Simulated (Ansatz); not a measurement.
Values for one crystal, relaxed and computed with plane-wave PAW PBEsol (Ansatz code); other levels are named.

- Volume per atom = 12.46 Å³
- Electronic character = metallic (no gap)
- Density of states at the Fermi level = 0.07 states/eV per atom (mean over ±0.08 eV)
- Gap with spin–orbit coupling = none (metallic)
- Formation energy from the elements (no fitted shifts) = -2.91 eV/atom
- Pressure derivative B′ = 4.3
- Bulk modulus (Birch–Murnaghan fit) = 215 GPa

Task: Which compound is it?
(A) V2O3, corundum
(B) VO2, rutile
(C) Hf2O3, P-4m2 (Hf on 2g, O on 1a, O on 1b, O on 1d)
(D) HfN, rock salt

Result: C, Hf2O3, P-4m2 (Hf on 2g, O on 1a, O on 1b, O on 1d)

The start of the workflow was typed in or built on a structure type; neither database checked (COD, Materials Project) lists it. Whether it is the stable phase at ambient conditions was not checked. Symmetry was held in the PBEsol relaxation; whether a distortion lowers the energy is not shown. No spin polarisation was allowed. The references are the lowest solids computed at this level, not always the standard phases (solids in place of the gases). Spin–orbit coupling is left out wherever it is not named.

Potentials: the earlier of the program's two PAW sets. The files were generated under PBE; for other functionals the program regenerates the frozen cores, and for LDA and PBEsol the local potential too.
